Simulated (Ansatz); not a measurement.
Data:

Starting cell, SiC (wurtzite):

```
SiC
1.0
    6.15061     0.00000     0.00000
   -1.53765     2.66329     0.00000
    0.00000     0.00000     5.04816
Si C
4 4
Cartesian
  1.53765   0.88776   0.00253
  4.61296   0.88776   0.00253
  0.00000   1.77553   2.52661
  3.07531   1.77553   2.52661
  1.53765   0.88776   3.15358
  4.61296   0.88776   3.15358
  0.00000   1.77553   0.62950
  3.07531   1.77553   0.62950
```

A phonon eigenvector at M = (0.5, 0.0, 0.0) is frozen into this cell: atom i moves by Q times the vector below, so Q is the largest atomic displacement, in Å. The cell is held. (q is in reciprocal vectors of the primitive cell; the cell shown is doubled to hold the pattern.)

| atom | x | y | z |
|---|---|---|---|
| Si1 | -0.860 | -0.497 | -0.117 |
| Si2 | 0.860 | 0.497 | 0.117 |
| Si3 | 0.860 | 0.497 | -0.117 |
| Si4 | -0.860 | -0.497 | 0.117 |
| C5 | -0.429 | -0.248 | 0.422 |
| C6 | 0.429 | 0.248 | -0.422 |
| C7 | 0.429 | 0.248 | 0.422 |
| C8 | -0.429 | -0.248 | -0.422 |

The numbers are results of r2SCAN (plane waves to 500 eV, PAW, scalar-relativistic; Ansatz, an electronic-structure program), not measurements. k mesh 6×12×7 (Γ-centred), Fermi-Dirac smearing 0.05 eV. E stands for the smeared free energy. SiC was relaxed with its symmetry unable to fall. ΔE is measured from the undisplaced structure.

The scan covers Q from -0.180 to 0.180 Å in 13 points.

Problem. Which space group does the distorted structure have?

Solution. Pmn2_1 (No. 31), lowered from P6_3mc.

Problem. What is the energy change at Q = 0.180 Å?

Solution. 2435 meV/cell.

Problem. What harmonic wavenumber does the curvature at Q = 0 give?

Solution. 564 cm⁻¹.

(For displaced atoms, the force is minus the slope of the energy, and its curvature is a force constant, which sets phonon frequencies.)
